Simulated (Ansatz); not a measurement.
Sr₃Sn₂O₇:
```
Sr3Sn2O7
1.0
   -2.05801     2.05801    10.40343
    2.05801    -2.05801    10.40343
    2.05801     2.05801   -10.40343
Sr Sn O
3 2 7
Direct
  0.50000   0.50000   0.00000
  0.31428   0.31428   0.00000
  0.68572   0.68572   0.00000
  0.09941   0.09941   0.00000
  0.90059   0.90059   0.00000
  0.00000   0.00000   0.00000
  0.59741   0.09741   0.50000
  0.09741   0.59741   0.50000
  0.40259   0.90259   0.50000
  0.90259   0.40259   0.50000
  0.19859   0.19859   0.00000
  0.80141   0.80141   0.00000
```

Relaxed with PBE. Special points in fractions of this cell's reciprocal vectors: Γ (0.000, 0.000, 0.000); X (0.000, 0.000, 0.500); P (0.250, 0.250, 0.250); N (0.000, 0.500, 0.000); M (0.500, 0.500, -0.500); S (0.260, 0.740, -0.260); S0 (-0.260, 0.260, 0.260); R (-0.020, 0.020, 0.500); G (0.500, 0.500, -0.020).

**Question.** List the band energies nearest the valence-band maximum at these points for DFT-PBE in the program Ansatz with PAW potentials.

**Answer.** In eV from the valence-band maximum; about four levels below and three above (degenerate sets whole), none deeper than 8.9 eV; points with the same levels are listed once.

| k | below | above |
|---|---|---|
| Γ | -0.73 -0.73 -0.48 -0.48 | 1.91 4.14 4.64 |
| X | -0.35 -0.29 -0.25 0.00 | 5.20 5.70 5.76 |
| P | -0.29 -0.25 -0.11 -0.11 | 5.36 5.36 5.76 |
| N | -0.88 -0.69 -0.61 -0.15 | 5.31 6.06 6.31 |
| M | -0.68 -0.68 -0.51 -0.51 | 2.30 3.60 4.70 |
| S | -0.88 -0.71 -0.61 -0.16 | 5.29 6.07 6.25 |
| R | -0.36 -0.29 -0.26 -0.01 | 5.20 5.71 5.77 |

Space group I4/mmm. The cell is a constructed one: a structure type filled with these elements; neither database checked (COD, Materials Project) lists it. COD files the formula under space group No. 63. Whether it is the stable phase at ambient conditions was not checked. The cell was relaxed with PBE under the symmetry of its start; whether a distortion lowers the energy is not shown. Spin–orbit coupling is left out wherever it is not named.

Potentials: the earlier of the program's two PAW sets.
